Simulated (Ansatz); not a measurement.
This run works on a proposed trial structure, not on a known crystal.

Input and command of a plane-wave DFT calculation in Ansatz:

```yaml
crystal:
  lattice:
    - [5.6946408663, 0.0, 0.0]
    - [0.0018271307, 5.7432537321, 0.0]
    - [0.3098447354, 1.3755325882, 8.0847373688]
  atoms:
    - { symbol: Be, position: [0.9931191918, 0.9998067619, 0.0005436222] }
    - { symbol: Be, position: [0.4906012743, 0.4978648602, 0.9995606977] }
    - { symbol: Te, position: [0.2303820509, 0.7699104923, 0.8300504244] }
    - { symbol: Te, position: [0.7813912768, 0.3173010904, 0.8309738609] }
    - { symbol: Te, position: [0.7091868431, 0.7312843203, 0.1697886213] }
    - { symbol: Te, position: [0.2621795426, 0.1798039919, 0.1716795027] }
    - { symbol: Te, position: [0.9937577791, 0.4261065974, 0.378409749] }
    - { symbol: Te, position: [0.5393820415, 0.0779218856, 0.6189935218] }
basis:
  ecutwfc: 420
kpoints:
  mp_grid: { grid: [6, 6, 6] }
hamiltonian:
  xc: pbe
scf:
  occupations: { method: gaussian, width: 0.01 }
output:
  forces: true
  stress: true
  eigenvalues: true
relax:
  adjacent_minimum: "off"
  f_tol: 0.01
  max_steps: 80
  cell: { stress_tol: 0.05 }
```

```bash
ansatz run input.yaml --threads 1 --pin off --max-ram 2560MiB --backend cpu --events-out ev --progress --plain --runs-dir out
```

Processor: Intel(R) Xeon(R) 6975P-C (Granite Rapids), 1 thread, on a host shared with other jobs.

**Question.** How long does it run, and how much memory does it take?

**Answer.** About 6 min, peak memory 1.3 GiB. It solves 60 bands at 112 k points (after reduction by symmetry) with about 5203 plane waves (on the last cell), in 24 SCF iterations over 4 ionic steps.
